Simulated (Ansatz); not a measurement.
## What DFT gives for Ca3Mg

```yaml
crystal:
  lattice:
    - [0.00000, 5.06527, 0.00000]
    - [5.06527, 0.00000, 0.00000]
    - [2.53263, 2.53263, -4.90752]
  atoms:
    - { symbol: Mg, position: [0.00000, 0.00000, 0.00000] }
    - { symbol: Ca, position: [0.50000, 0.50000, 0.00000] }
    - { symbol: Ca, position: [0.25000, 0.75000, 0.50000] }
    - { symbol: Ca, position: [0.75000, 0.25000, 0.50000] }
```

Method: r2SCAN, no spin polarisation; PAW, plane waves to 500 eV, 8×8×8 Γ-centred mesh, fermi-dirac occupations (width 0.1 eV) (Ansatz 0.2.0), atoms fixed.

Task: Describe some of the short contacts.

Result: Mg–Ca at 3.53 Å: least valence density 0.08 e/Å³ and ELF 0.22 there. Ca–Ca at 3.53 Å: least valence density 0.06 e/Å³ and ELF 0.16 there. These are pseudo-fields; inside the PAW spheres they differ from the all-electron ones.

Task: Metal or insulator?

Result: It is a metal, with about 4.2 states/eV a cell as the mean within 0.25 eV of the Fermi level.

Task: Is the cell too large or too small?

Result: The pressure is 4.1 GPa (compression positive), so with the atoms held at these fractions the cell would first expand.

Task: Is it stable against the elements?

Result: 0.08 eV an atom against the elements' usual phases (free molecules for gases, crystals otherwise, with no correction for O₂ or N₂), so at this geometry it isn't bound against them. Relaxing would lower it.

Origin: a known structure type with other elements, at an estimated volume, so it need not be a known compound. Caveats: many states at the Fermi level without spin polarisation, so a magnetic state may lie lower.
